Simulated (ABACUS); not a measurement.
Band structure of CoSi2 (Fm-3m, 12 atoms in the cell; from Materials Project mp-2379).

```yaml
crystal:
  lattice:
    - [5.31284, 0.00000, 0.00000]
    - [0.00000, 5.31284, 0.00000]
    - [0.00000, 0.00000, 5.31284]
  atoms:
    - { symbol: Co, position: [0.00000, 0.00000, 0.00000] }
    - { symbol: Co, position: [0.00000, 0.50000, 0.50000] }
    - { symbol: Co, position: [0.50000, 0.00000, 0.50000] }
    - { symbol: Co, position: [0.50000, 0.50000, 0.00000] }
    - { symbol: Si, position: [0.25000, 0.25000, 0.75000] }
    - { symbol: Si, position: [0.25000, 0.75000, 0.75000] }
    - { symbol: Si, position: [0.25000, 0.75000, 0.25000] }
    - { symbol: Si, position: [0.25000, 0.25000, 0.25000] }
    - { symbol: Si, position: [0.75000, 0.25000, 0.25000] }
    - { symbol: Si, position: [0.75000, 0.75000, 0.25000] }
    - { symbol: Si, position: [0.75000, 0.75000, 0.75000] }
    - { symbol: Si, position: [0.75000, 0.25000, 0.75000] }
```

All values come from this method and carry its errors: PBE, numerical atomic orbitals SZP (confined pseudo-atomic orbitals with Gaussian additions; energy shift 0.003 Ry), PseudoDojo 0.5 standard norm-conserving PBE (tails mended) pseudopotentials run with ABACUS.

Settings: basis = SZP numerical atomic orbitals, energy shift 0.003 Ry; KPT = Gamma 7 7 7 0 0 0; basis_type = lcao; ecutwfc = 100 Ry; smearing_method = fd; smearing_sigma = 0.00734986 Ry; potentials = PseudoDojo 0.5 standard norm-conserving PBE (tails mended); symmetry = 1; symmetry_prec = 1e-05; ks_solver = scalapack_gvx; scf_nmax = 100; scf_thr = 1.0e-07; mixing_type = broyden; mixing_beta = 0.4.

The atom-centred basis is finite, which shifts total energies and pressures against plane waves. The run has no spin polarisation, so moments on Co cannot form. A single-zeta basis is rough, for pressures and forces above all. The structure comes from a collection of computed structures, made at another level of theory; the collection holds predicted forms beside known ones.

Points are given in units of this cell's reciprocal vectors. Levels in eV from the Fermi level, bands 47 to 52:
```json
[
 {"point": "Γ (0 0 0)", "47": "-1.11", "48": "-1.11", "49": "-1.11", "50": "1.11", "51": "1.82", "52": "1.82"},
 {"point": "X (0 0.5 0)", "47": "-0.31", "48": "-0.31", "49": "-0.31", "50": "-0.31", "51": "-0.31", "52": "-0.31"},
 {"point": "M (0.5 0.5 0)", "47": "-1.05", "48": "-1.05", "49": "0.30", "50": "0.30", "51": "0.30", "52": "0.30"},
 {"point": "R (0.5 0.5 0.5)", "47": "-0.64", "48": "-0.64", "49": "-0.64", "50": "-0.64", "51": "-0.64", "52": "-0.64"}
]
```

4 bands cross the Fermi level along this path, so the cell has no gap at this level.

The Fermi level comes from the SCF mesh, which can miss band crossings, so its place against them is uncertain.

Higher empty bands are left out: an atom-centred basis made for the valence describes them poorly.

The labels belong to the zone of the cell as typed, which is larger than the primitive one, so the bands are folded: a gap that looks direct here can be indirect in the primitive zone.

The atomic orbitals were generated for these runs; they are not ABACUS's published sets and were checked against plane waves on a few crystals only.

“Tails mended”: in these copies of the files the far tail of each local potential was reset to the Coulomb form.
